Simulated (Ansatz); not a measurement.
LiGeN:
Space group P6₃mc (No. 186); a = b = 2.9792 Å, c = 9.3214 Å, α = β = 90.00°, γ = 120.00°

```csv
atom,site,symmetry,x,y,z
Li,2b,3m.,0.3333,0.6667,0.2433
Ge,2a,3m.,0.0000,0.0000,0.4978
N,2b,3m.,0.6667,0.3333,0.1035
```

Relaxed at zero pressure with the program Ansatz at the PBEsol level (PAW).

The volume is lowered by 9 % and shape and atoms relax at that volume. What pressure results, and how do the axes share the change?

8.5 GPa; a -2.0 %, b -2.0 %, c -5.2 %; the energy rises by 26 meV/atom.

Give the new structure.


Space group P6₃mc (No. 186); a = 2.918 Å, b = 2.918 Å, c = 8.840 Å, α = 90.00°, β = 90.00°, γ = 120.00°

```tsv
atom	site	symmetry	x	y	z
Li	2b	3m.	0.3333	0.6667	0.2460
Ge	2a	3m.	0.0000	0.0000	0.4935
N	2b	3m.	0.6667	0.3333	0.1051
```

The phase is kept; no other phase was compared at this pressure.

Space group P6_3mc. The workflow started from a Materials Project entry (that database holds measured and hypothetical structures alike); the Crystallography Open Database copy checked does not list it. Whether it is the stable phase at ambient conditions was not checked. The PBEsol relaxation kept the symmetry of its start; its stability against distortions is not shown here.

Potentials: the later of the program's two PAW sets.
